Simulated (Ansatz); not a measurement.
# Property card for YGe₂

YGe2:
```
CELL_PARAMETERS angstrom
     -2.81055     2.81055     4.47018
      2.81055    -2.81055     4.47018
      2.81055     2.81055    -4.47018
ATOMIC_POSITIONS crystal
  Ge 0.74990 0.24990 0.99981
  Ge 0.75010 0.74990 0.50000
  Ge 0.24990 0.25010 0.50000
  Ge 0.25010 0.75010 0.00019
  Y  0.25000 0.25000 0.00000
  Y  0.75000 0.75000 0.00000
```

Space group P4/mmm (No. 123); conventional cell a = b = 3.9747 Å, c = 4.4702 Å, α = β = γ = 90.00°.

Method: PBE (plane waves, PAW; program Ansatz). The cell and atoms are relaxed at this level. Other levels are named where they apply.

Cell and energy:

```json
{
  "volume_per_atom": "23.54 Å³",
  "density": "5.51 g/cm³",
  "Formation energy from the elements (no fitted shifts)": "-0.50 eV/atom"
}
```

Electronic structure:

```json
{
 "electronic_character": "metallic (no gap)",
 "Density of states at the Fermi level": "0.25 states/eV per atom (mean over ±0.08 eV)"
}
```

Mechanics:

```json
{
  "Bulk modulus (Birch–Murnaghan fit)": "661 kbar",
  "Pressure derivative B′": "4.4"
}
```

A made-up cell: these elements were put on the sites of a structure type; neither database checked (COD, Materials Project) lists it. Whether it is the stable phase at ambient conditions was not checked. The PBE relaxation kept the symmetry of its start; whether a distortion lowers the energy is not shown. The run is not spin-polarised. Point labels and valley counts follow the cell and symmetry of the run, lower than the named group. The references are the lowest solids computed at this level, not always the standard phases. Scalar-relativistic: spin–orbit coupling is off unless named, which matters more the heavier the elements.

Potentials: the later of the program's two PAW sets.
